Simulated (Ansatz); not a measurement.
NaCaI3 in the cubic perovskite structure, relaxed with r2SCAN, was run in Ansatz under altered settings. All numbers are computed, without spin polarisation but where a row says otherwise.

```xyz
5
Lattice="6.1259 0.0000 0.0000 0.0000 6.1259 0.0000 0.0000 0.0000 6.1259" Properties=species:S:1:pos:R:3 pbc="T T T"
Na    0.0000    0.0000    0.0000
Ca    3.0629    3.0629    3.0629
I     3.0629    3.0629    0.0000
I     3.0629    0.0000    3.0629
I     0.0000    3.0629    3.0629
```

The base run's other keys:
```yaml
kpoints:
  mp_grid: { grid: [2, 2, 2] }
hamiltonian:
  xc: hse06
scf:
  occupations: { method: fixed }
  n_extra_bands: 5
```

It takes 13 iterations with 4457 plane waves at 420 eV and 4 k points, and leaves a mean stress of +0.20 GPa. The gap over this mesh is 3.340 eV. It ran on 4 threads of Arm Neoverse N1 (shared host).

Outcomes, with energy and stress as changes against the base:
```csv
setting,outcome,ΔF (meV/atom),Δ mean stress (GPa),gap on the mesh (eV),iterations,wall time
hamiltonian.xc: r2scan50 (cutoff then 500 eV),converged,–,-0.2,5.760,18,50 s
"PBE hybrid, exx coeff 1.0, omega 0.1 1/Å",converged,–,-0.5,7.669,21,38 s
scf.occupations: gaussian 0.05,converged,0.0,0.0,3.340,13,24 s
```
A dash marks a value that wasn't obtained or can't be compared. Stress is positive in compression. The base took 24 s. The base's mesh is coarse for a hybrid, so its own values aren't converged.

- hamiltonian.xc: r2scan50. The cutoff follows the functional, from 420 to 500 eV. The mean stress moves by -0.2 GPa and the gap on the mesh by +2.421 eV (to 5.760). It's another functional on the same cell, so totals aren't comparable.
- PBE hybrid, exx coeff 1.0, omega 0.1 1/Å. That is 100 % exact exchange, screened with ω = 0.1 1/Å, against HSE06's 25 % screened at 0.208 1/Å. The mean stress moves by -0.5 GPa and the gap on the mesh by +4.330 eV (to 7.669). Totals of different functionals aren't comparable. The program warns that on this mesh the truncation of the exchange isn't bounded, so part of the change can be an error of the mesh.

Within 1 meV an atom, 0.1 GPa and 0.005 eV of the base stay: scf.occupations: gaussian 0.05.

Spin-orbit coupling is left out, which matters wherever the heavy atoms make up the band edges.

The program warns that its thresholds are loose for a hybrid's stress.

The meshes of the hybrids are coarse, so their gaps aren't converged to the digits shown.
